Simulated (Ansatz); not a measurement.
ZnO in space group Pm-3n (No. 223; Zn on 6c, O on 6d), plane-wave PAW r²SCAN (Ansatz code). The conduction-band minimum lies at Γ, with 1 equivalent valley. Second derivatives d²E/dk² of the lowest band at one valley (eV·Å²), along Cartesian directions:

| direction | d²E/dk² |
|---|---|
| [100] | 30.57 |
| [010] | 30.57 |
| [001] | 30.57 |
| [110] | 30.57 |
| [101] | 30.57 |
| [011] | 30.57 |

### Question
Find the principal effective masses, the density-of-states mass and the conductivity mass.

### Answer
Off-diagonal terms follow from H_xy = H[110] − (H_xx + H_yy)/2, and m*/mₑ = 7.620 eV·Å² over each eigenvalue: 0.25, 0.25, 0.25. One valley's DOS mass (m₁m₂m₃)^(1/3) = 0.25, conductivity mass 3/(Σ 1/mᵢ) = 0.25 mₑ.

### Question
What effective density of states Nc follows at 300 K for parabolic valleys?

### Answer
Nc = 2.509e19 × 1 × (0.25)^(3/2) ≈ 3.1e18 cm⁻³.

The start of the workflow was typed in or built on a structure type; neither database checked (COD, Materials Project) lists it. It is not the phase usual at ambient conditions (space group No. 186). Symmetry was held in the r²SCAN relaxation; whether a distortion lowers the energy is not shown.

Potentials: the earlier of the program's two PAW sets.

Edges and masses are those of Kohn–Sham bands, whose gap is no quasiparticle gap.
